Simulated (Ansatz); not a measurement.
FeNi$_{3}$ (Cu3Au type) was relaxed and computed twice in Ansatz (plane waves, PAW), once with PBE and once with PBEsol.

```json
[
 {"": "cell", "run 1": "a = b = c = 3.5437 Å, α = β = γ = 90.00°", "run 2": "a = 3.489 Å, b = 3.489 Å, c = 3.489 Å, α = 90.00°, β = 90.00°, γ = 90.00°"},
 {"": "ΔH_f (eV/atom)", "run 1": "-0.09", "run 2": "-0.08"},
 {"": "B₀ by P(V) fit (GPa)", "run 1": "196", "run 2": "227"},
 {"": "K_Hill (GPa)", "run 1": "195", "run 2": "224"},
 {"": "G_Hill (GPa)", "run 1": "96.8", "run 2": "110"},
 {"": "Θ_D (K)", "run 1": "497", "run 2": "526"},
 {"": "spin order and moments (μB)", "run 1": "ferromagnetic; net 1.20 per atom; largest site about 3.0", "run 2": "ferromagnetic; net 1.19 per atom; largest site about 2.9"}
]
```

Question: Which run used which functional?

Answer: Run 1 is PBE, run 2 is PBEsol.

Spin orders computed, not proven ground states: FeNi3, Cu3Au type with PBE ferromagnetic; FeNi3, Cu3Au type with PBEsol ferromagnetic. All cells were relaxed under the symmetry of their starts (and spin orders); stability against distortions was not tested throughout.

Potentials: the later of the program's two PAW sets.

Ansatz (a program for electronic structure) is a plane-wave DFT program.

Formation energies count from the lowest solids of the elements computed at the same level, not from gases.
